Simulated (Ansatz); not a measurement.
# NaMgF3: do energies and stresses tell the same story?

Level of theory: Ansatz, DFT PBEsol, scalar-relativistic, plane waves, PAW.

Plane waves to 420 eV, a k mesh through Γ of 6×6×6 on the computed 5-atom cell and Gaussian smearing (0.02 eV); no spin polarisation.

Relaxed cell: Pm-3m, a = 3.907 Å, b = 3.907 Å, c = 3.907 Å, α = 90.00°, β = 90.00°, γ = 90.00°, 5 atoms in the primitive cell.

Energies at zero smearing and pressures from the stress tensor, at volumes with shape and atoms relaxed:
```tsv
V (Å³/atom)	E − E(first) (meV/atom)	P (GPa)
10.494	0.00	12.51
10.851	-23.43	8.59
11.209	-38.88	5.26
11.567	-47.38	2.43
11.925	-50.13	0.03
12.282	-47.75	-2.03
12.640	-41.28	-3.77
13.117	-27.06	-5.71
```

Task: Check P = −dE/dV between neighbouring volumes, and get the bulk modulus from the pressures alone.

Result: With 1 eV/Å³ = 160.2 GPa:
```json
{"middle V (Å³/atom)": "10.673", "−ΔE/ΔV (GPa)": "10.495", "mean P (GPa)": "10.550"}
{"middle V (Å³/atom)": "11.030", "−ΔE/ΔV (GPa)": "6.920", "mean P (GPa)": "6.925"}
{"middle V (Å³/atom)": "11.388", "−ΔE/ΔV (GPa)": "3.803", "mean P (GPa)": "3.848"}
{"middle V (Å³/atom)": "11.746", "−ΔE/ΔV (GPa)": "1.232", "mean P (GPa)": "1.231"}
{"middle V (Å³/atom)": "12.104", "−ΔE/ΔV (GPa)": "-1.066", "mean P (GPa)": "-0.999"}
{"middle V (Å³/atom)": "12.461", "−ΔE/ΔV (GPa)": "-2.898", "mean P (GPa)": "-2.900"}
{"middle V (Å³/atom)": "12.879", "−ΔE/ΔV (GPa)": "-4.775", "mean P (GPa)": "-4.743"}
```

The two differ by 0.07 GPa at most. The mean of two end pressures misses the average over a step by about ΔV² P″/12, up to 0.05 GPa here; with that taken off 0.04 GPa remains, from the finite cutoff, the mesh or the relaxation's tolerance. Around V = 11.925 Å³/atom, the two neighbours give B = −V ΔP/ΔV = 11.925 × 4.46 / 0.715 = 74.3 GPa, against B0 = 73.9 GPa from the Birch–Murnaghan fit of the energies.

Symmetry holds off the tilts and polar distortions that many cubic perovskites undergo.

Cost: 9 runs of about 0.78 core-minutes in all, on Arm Neoverse V2 (shared hosts).